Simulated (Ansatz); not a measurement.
Relaxed BP (zinc blende):

```xyz
2
Lattice="0.0000 2.2742 2.2742 2.2742 0.0000 2.2742 2.2742 2.2742 0.0000" Properties=species:S:1:pos:R:3 pbc="T T T"
P      3.4114     3.4114     3.4114
B      0.0000     0.0000     0.0000
```

In each cell atom 1 (P, nearest neighbour B at 1.970 Å; its periodic images, 3.2 Å or more away, move with it) moves by s·(1.000, 0.000, 0.000) (along Cartesian x), the rest being held.

Calculation: PBE (plane waves to 420 eV, PAW, scalar-relativistic; Ansatz, an electronic-structure program). k mesh 10×10×10 (Γ-centred), Fermi-Dirac smearing 0.05 eV. E stands for the smeared free energy. As the smearing reaches across the gap at some points, energies and forces of such displacements shift with the k mesh and the smearing. BP was relaxed with its symmetry unable to fall. The zero of ΔE is the undisplaced structure.

The scan covers s from -0.390 to 0.390 Å in 11 points.

Question: Is the energy the same for equal positive and negative displacements?

Answer: Even: the same for both signs. With its periodic images moving along, the atom's site symmetry in this cell is -43m.

Question: What force acts on the atom along the line at s = -0.390 Å?

Answer: 5.85 eV/Å.

Question: What is the force constant k = d²E/ds² of this move at s = 0?

Answer: 18.9 eV/Å².

Question: With two atoms in the cell this is the zone-centre optical mode. What wavenumber follows?

Answer: 800 cm⁻¹.

(For displaced atoms, the force is minus the slope of the energy, and its curvature is a force constant, which sets phonon frequencies.)
